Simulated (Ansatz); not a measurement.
MgAl2Ge2:
```
CELL_PARAMETERS angstrom
      4.09366     0.00000     0.00000
     -2.04683     3.54521     0.00000
      0.00000     0.00000     6.76912
ATOMIC_POSITIONS crystal
  Mg 0.00000 0.00000 0.00000
  Al 0.66667 0.33333 0.36801
  Al 0.33333 0.66667 0.63199
  Ge 0.66667 0.33333 0.75710
  Ge 0.33333 0.66667 0.24290
```

Relaxed with r²SCAN. Special points in fractions of this cell's reciprocal vectors: Γ (0.000, 0.000, 0.000); M (0.500, 0.000, 0.000); K (0.333, 0.333, 0.000); A (0.000, 0.000, 0.500); L (0.500, 0.000, 0.500); H (0.333, 0.333, 0.500).

Problem. List the band energies nearest the Fermi level at these points for r²SCAN in the plane-wave PAW code Ansatz.

Solution. In eV from the Fermi level; about four levels below and three above (degenerate sets whole), none deeper than 8.9 eV; points with the same levels are listed once.

```csv
k,below,above
Γ,-6.73 -1.51 -1.51 -0.04,0.03 0.03 0.95
M,-3.16 -3.15 -1.21 -0.07,2.08 2.47 2.75
K,-3.46 -3.46 -3.43 -0.22,4.79 4.79 5.14
A,-1.27 -1.27 -0.36 -0.36,1.10 2.14 2.90 2.90
L,-2.82 -2.46 -1.94 -1.91,0.53 0.58 0.71
H,-5.02 -4.55 -1.65 -1.65,1.33 1.33 2.22
```

Space group P-3m1. The workflow started from a Materials Project entry (that database holds measured and hypothetical structures alike); the Crystallography Open Database copy checked does not list it. Its standing as an ambient phase is unchecked. Symmetry was held in the r²SCAN relaxation; whether a distortion lowers the energy is not shown. Scalar-relativistic: spin–orbit coupling is off unless named, which matters more the heavier the elements.

Potentials: the later of the program's two PAW sets.
